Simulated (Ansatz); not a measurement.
# Al2S3O12 — 33S nuclear quadrupole resonance

Cell: a COD entry whose atoms were relaxed with PBE, the cell held.

Space group R-3:H (No. 148); a = 8.0320, c = 21.3600 Å, γ = 120.00°.

| site | Wyckoff | site symmetry | x | y | z |
| --- | --- | --- | --- | --- | --- |
| Al1 | 6c | 3. | 0.0000 | 0.0000 | 0.8573 |
| Al3 | 6c | 3. | 0.0000 | 0.0000 | 0.6482 |
| S | 18f | 1 | 0.6211 | 0.9564 | 0.4161 |
| O11 | 18f | 1 | 0.1995 | 0.1912 | 0.8089 |
| O17 | 18f | 1 | 0.6972 | 0.1649 | 0.4223 |
| O23 | 18f | 1 | 0.7803 | 0.9189 | 0.4026 |
| O29 | 18f | 1 | 0.1430 | 0.2207 | 0.6983 |

One atom of each set is listed; the run and its k-mesh use a cell of 34 atoms with edges of 8.50, 8.50, 8.50 Å.

All values are calculated (Ansatz; DFT, PBE, plane waves and PAW, scalar-relativistic, 420 eV cutoff, Γ-centred 4×4×4 k-points, Fermi–Dirac smearing 0.02 eV), not measured.

33S: I = 3/2, Q = -69.40 mb (year-2017 value). Static lattice, zero field.

**Question.** At which frequencies do the 33S NQR lines lie?

**Answer.** For I = 3/2 there is one line, ν = (|C_Q|/2)(1 + η²/3)^½.

| site | atoms | V_zz (10²¹ V/m²) | C_Q (MHz) | η | line frequencies (MHz) |
| --- | --- | --- | --- | --- | --- |
| S | 6 | 1.49 | -2.51 | 0.53 | 1.31 |

The database positions were far from equilibrium, so the relaxed structure may not be the compound's real one.
